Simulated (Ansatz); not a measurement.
Theory: DFT PBE, scalar-relativistic, plane waves, PAW in Ansatz. Settings: cutoff 420 eV, Γ-centred meshes spaced at most about 0.3 Å⁻¹, and about 0.25 Å⁻¹ or finer for metals (2π included), Gaussian smearing. No spin polarisation in the final relaxations.

Temperature and zero-point effects are left out.

Two forms of Ta2P3Au were relaxed alike.

A.

```xyz
6
Lattice="5.2359 0.0000 0.0000 -2.6179 4.5344 0.0000 0.0000 0.0000 4.1686" Properties=species:S:1:pos:R:3 pbc="T T T"
Ta    0.0000    3.0229    0.0000
Ta    2.6179    1.5115    0.0000
P     2.6179    0.0000    2.0843
P     1.3090    2.2672    2.0843
P    -1.3090    2.2672    2.0843
Au    0.0000    0.0000    0.0000
```

B.

```xyz
6
Lattice="3.4907 0.0000 0.0000 0.0000 3.4907 0.0000 0.0000 0.0000 7.9201" Properties=species:S:1:pos:R:3 pbc="T T T"
Ta    0.0000    1.7453    5.7040
Ta    1.7453    0.0000    2.2161
P     1.7453    1.7453    0.0000
P     0.0000    1.7453    3.1236
P     1.7453    0.0000    4.7965
Au    0.0000    0.0000    0.0000
```

Question: Which form is favoured at zero pressure, and by what margin per atom?

Answer: B is lower, by 0.34 eV/atom. A has space group P6/mmm (No. 191), 16.5 Å³/atom and no gap on its mesh; B has space group P-4m2 (No. 115), 16.1 Å³/atom and no gap. Counting P atoms around Au and Ta (those within 1.25 times the shortest such distance or 1.15 times the sum of covalent radii, 1.27 where that leaves under three; the shortest distance is added where it exceeds 1.18 times the sum of covalent radii), A has Ta 6, Au 12 from 3.3 Å and B has Ta 7, Au 4. In A, Ta has 6 P at 2.57 Å, 3 Au at 3.02 Å and 3 Ta at 3.02 Å; P is surrounded by 4 Ta at 2.57 Å, 4 P at 2.62 Å and 4 Au at 3.35 Å; around Au lie 6 Ta at 3.02 Å and 12 P at 3.35 Å. In B, Ta is surrounded by 5 P at 2.58–2.63 Å, 2 Au at 2.82 Å and 2 P at 2.82 Å; P on a site of symmetry -4m2 has 4 Au at 2.47 Å and 4 Ta at 2.82 Å; Au is surrounded by 4 P at 2.47 Å and 4 Ta at 2.82 Å; 1 more site not described. Both come from invented guesses.

These runs have no spin–orbit coupling, which can matter for Au and Ta. Cells relaxed within their symmetry can be saddle points.
